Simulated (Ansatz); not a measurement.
Ge$_{2}$Mo:
```cif
data_Ge8Mo4
_chemical_formula_sum 'Ge8 Mo4'
_space_group_name_H-M_alt 'Pnma'
_space_group_IT_number 62
_space_group_name_Hall '-P 2ac 2n'
_cell_length_a 6.35105
_cell_length_b 3.46023
_cell_length_c 8.57496
_cell_angle_alpha 90.000
_cell_angle_beta 90.000
_cell_angle_gamma 90.000
loop_
_atom_site_label
_atom_site_type_symbol
_atom_site_symmetry_multiplicity
_atom_site_Wyckoff_symbol
_atom_site_fract_x
_atom_site_fract_y
_atom_site_fract_z
_atom_site_occupancy
Ge1 Ge 4 c 0.43661 0.25000 0.13144 1
Ge2 Ge 4 c 0.13520 0.75000 0.04036 1
Mo1 Mo 4 c 0.24982 0.75000 0.32902 1
```

Relaxed at zero pressure with plane-wave PAW r²SCAN (Ansatz code).

Question: The volume is raised by 9 % and shape and atoms relax at that volume. What pressure results, and how do the axes share the change?

Answer: -12.1 GPa; a 3.2 %, b 3.1 %, c 2.4 %; the energy rises by 58 meV/atom.

Question: Give the new structure.

Answer: 
Space group Pnma (No. 62); a = 6.5533 Å, b = 3.5690 Å, c = 8.7823 Å, α = 90.00°, β = 90.00°, γ = 90.00°

```csv
atom,site,symmetry,x,y,z
Ge,4c,.m.,0.4373,0.2500,0.1332
Ge,4c,.m.,0.1352,0.7500,0.0403
Mo,4c,.m.,0.2500,0.2500,0.8302
```

The phase is kept; no other phase was compared at this pressure.

The first step of the workflow began from a Materials Project structure, measured or hypothetical; the Crystallography Open Database files this formula in space group No. 62, but the cells were not matched. Whether it is the stable phase at ambient conditions was not checked. The r²SCAN relaxation kept the symmetry of its start; its stability against distortions is not shown here. No spin polarisation was allowed.

Potentials: the later of the program's two PAW sets.
